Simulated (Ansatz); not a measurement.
## Co₂Si: from a starting cell to a relaxed one

The start is a generated cell, Co2Si built in the Cu2Sb structure type. The cell and all atomic positions are relaxed at zero pressure with r2SCAN (plane waves to 500 eV, PAW, scalar-relativistic; Ansatz, a program for electronic structure). The first steps use a coarse 7×7×5 k-mesh.

Initial structure:
```
CELL_PARAMETERS angstrom
      3.44977     0.00000     0.00000
      0.00000     3.44977     0.00000
      0.00000     0.00000     5.26382
ATOMIC_POSITIONS crystal
  Co 0.00000 0.00000 0.00000
  Co 0.50000 0.50000 0.00000
  Co 0.50000 0.00000 0.27000
  Co 0.00000 0.50000 0.73000
  Si 0.50000 0.00000 0.70000
  Si 0.00000 0.50000 0.30000
```
Spin-polarised start, with parallel moments on Co.

Task: How large is the pressure on the unrelaxed cell, and of which sign?

Result: +28 GPa (positive: the cell is compressed).

Task: Which atoms feel the largest initial force, and how large is it?

Result: About 3.8 eV/Å, on Co3, Co4 (atoms numbered as listed).

Task: How much energy is released per atom?

Result: 0.31 eV/atom.

Task: How does the volume change?

Result: +7.6 %, from 10.44 to 11.23 Å³/atom.

Task: How do the shortest distances between atoms change?

Result: The closest pairs of elements (up to four, under 3.6 Å), start → end: Co–Co 2.23 → 2.44 Å; Co–Si 2.26 → 2.25 Å; Si–Si 3.22 → 3.45 Å.

Task: What band gap does the relaxed structure have at this level?

Result: Zero (metallic).

Task: What magnetic moments remain?

Result: Net 0.63 μB/atom, ferromagnetic.

Task: Give the final cell and atomic positions.

Result: 
```cif
data_Co4Si2
_chemical_formula_sum 'Co4 Si2'
_space_group_name_H-M_alt 'P4/nmm :1'
_space_group_IT_number 129
_space_group_name_Hall 'P 4ab 2ab -1ab'
_cell_length_a 3.44643
_cell_length_b 3.44643
_cell_length_c 5.67358
_cell_angle_alpha 90.000
_cell_angle_beta 90.000
_cell_angle_gamma 90.000
loop_
_space_group_symop_operation_xyz
  'x, y, z'
  '-y+1/2, x+1/2, z'
  '-x, -y, z'
  'y+1/2, -x+1/2, z'
  'x+1/2, -y+1/2, -z'
  '-y, -x, -z'
  '-x+1/2, y+1/2, -z'
  'y, x, -z'
  '-x+1/2, -y+1/2, -z'
  'y, -x, -z'
  'x+1/2, y+1/2, -z'
  '-y, x, -z'
  '-x, y, z'
  'y+1/2, x+1/2, z'
  'x, -y, z'
  '-y+1/2, -x+1/2, z'
loop_
_atom_site_label
_atom_site_type_symbol
_atom_site_symmetry_multiplicity
_atom_site_Wyckoff_symbol
_atom_site_fract_x
_atom_site_fract_y
_atom_site_fract_z
_atom_site_occupancy
Co1 Co 2 a 0.00000 0.00000 0.00000 1
Co2 Co 2 c 0.50000 0.00000 0.34037 1
Si1 Si 2 c 0.00000 0.50000 0.26258 1
```

The space group stays P4/nmm (No. 129) (the run could not lower it); the end is AFLOW prototype A2B_tP6_129_ac_c (C38, as in Cu2Sb), with 6 atoms in the primitive magnetic cell. Final values are on a 14×14×8 k-mesh of the relaxed cell. Spin state reached: ferromagnetic (net 0.63 μB/atom), from parallel starting moments; other spin orders were not run from this start. r2SCAN tends to overstate moments in metals.

The run could not lose the symmetry of its start: the end is stationary, and may be a saddle point rather than a minimum.

The relaxed structure here is a generated cell of Co2Si: the first start was made by placing the elements on the sites of a structure type, and the end was not matched to a known phase here, so it may be hypothetical.
